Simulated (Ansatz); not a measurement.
NaBPt3:
```yaml
crystal:
  lattice:
    - [5.53143, 0.00000, 0.00000]
    - [-2.76571, 4.79035, 0.00000]
    - [0.00000, 0.00000, 5.50412]
  atoms:
    - { symbol: B, position: [0.33333, 0.66667, 0.50000] }
    - { symbol: B, position: [0.66667, 0.33333, 0.50000] }
    - { symbol: Pt, position: [0.50000, 0.00000, 0.24144] }
    - { symbol: Pt, position: [0.50000, 0.50000, 0.24144] }
    - { symbol: Pt, position: [0.00000, 0.50000, 0.24144] }
    - { symbol: Pt, position: [0.00000, 0.50000, 0.75856] }
    - { symbol: Pt, position: [0.50000, 0.50000, 0.75856] }
    - { symbol: Pt, position: [0.50000, 0.00000, 0.75856] }
    - { symbol: Na, position: [0.00000, 0.00000, 0.00000] }
    - { symbol: Na, position: [0.00000, 0.00000, 0.50000] }
```

Relaxed with PBEsol. Special points in fractions of this cell's reciprocal vectors: Γ (0.000, 0.000, 0.000); M (0.500, 0.000, 0.000); K (0.333, 0.333, 0.000); A (0.000, 0.000, 0.500); L (0.500, 0.000, 0.500); H (0.333, 0.333, 0.500).

Problem. List the band energies nearest the Fermi level at these points for plane-wave PAW PBEsol with spin–orbit coupling (Ansatz code).

Solution. In eV from the Fermi level; about four levels below and three above (degenerate sets whole), none deeper than 8.9 eV; points with the same levels are listed once.

```tsv
k	below	above
Γ	-0.53 -0.53 -0.43 -0.43	0.08 0.08 0.39 0.39
M	-0.69 -0.69 -0.60 -0.60	0.63 0.63 1.00 1.00
K	-0.90 -0.90 -0.54 -0.54	0.24 0.24 0.32 0.32
A	-1.26 -1.26 -1.23 -1.23	0.33 0.33 0.41 0.41
L	-1.41 -1.41 -1.33 -1.33	1.57 1.57 1.68 1.68
H	-0.64 -0.64 -0.37 -0.37	4.34 4.34 4.40 4.40
```

Space group P6/mmm. The workflow started from an entry of the Crystallography Open Database (COD). Its standing as an ambient phase is unchecked. The PBEsol relaxation kept the symmetry of its start; whether a distortion lowers the energy is not shown. No spin polarisation was allowed.

Potentials: the later of the program's two PAW sets.
